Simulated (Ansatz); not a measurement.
CdAg, one cell by several methods

```xyz
2
Lattice="3.3966 0.0000 0.0000 0.0000 3.3966 0.0000 0.0000 0.0000 3.3300" Properties=species:S:1:pos:R:3 pbc="T T T"
Cd    1.6983    1.6983    1.6650
Ag    0.0000    0.0000    0.0000
```

Atom numbers follow the list: Cd1, Ag2.

The conventional cell has a = 3.397 Å, b = 3.397 Å, c = 3.330 Å, α = 90.00°, β = 90.00°, γ = 90.00°. Around Cd (atom 1) lie 8 Ag at 2.92 Å and 2 Cd at 3.33 Å. Ag (atom 2) is surrounded by 8 Cd at 2.92 Å and 2 Ag at 3.33 Å.

The cell is COD entry 9008796, as deposited and not checked against the literature; nothing was relaxed. The listed cell was then made from it by scaling, straining or moving an atom.

Methods: DFT, PBEsol, PAW with Ansatz's default frozen-core files, scalar-relativistic (Ansatz 0.2.0); DFT, PBEsol, all-electron PAW with datasets made for the crystal, scalar-relativistic (Ansatz 0.2.0); DFT, PBEsol, all-electron LAPW, scalar-relativistic (Ansatz 0.2.0).

For PAW: a Γ-centred 12×12×12 k mesh, Fermi–Dirac smearing of 0.05 eV, cutoff 420 eV, no spin polarisation; the PAW files were made with PBE, and the program remakes their frozen cores for this functional. The crystal-made all-electron datasets (AE datasets) take a cutoff of 260 eV at this cell. LAPW targets a basis error of 0.25 meV/atom. The Ansatz runs share mesh, smearing and spin set-up. Plane-wave (PAW) pressures include the program's estimate of the Pulay term.

Stress and pressure are positive in compression.

The change that made this cell: equal xx and yy strain of +2 %.

No spin–orbit coupling: at heavy atoms the gradients can be off by tens of per cent for that reason.

In a metal, gradients converge slowly with the k mesh: the values move by tens of per cent from one mesh to another, at times in sign, so only the comparison on one mesh counts.

| quantity | PAW | AE datasets | LAPW |
| --- | --- | --- | --- |
| pressure (GPa) | -4.72 | -4.74 | -4.74 |
| stress xx (GPa) | -4.89 | -4.90 | -4.90 |
| stress zz (GPa) | -4.39 | -4.41 | -4.41 |
| field gradient Vzz at Ag2 (10²¹ V/m²) | -0.52 | -0.52 | – |

PAW's pressure differs from the LAPW value by about 0.01 GPa or less. Datasets made for the crystal and LAPW share parts of one code, so their agreement isn't an independent check.
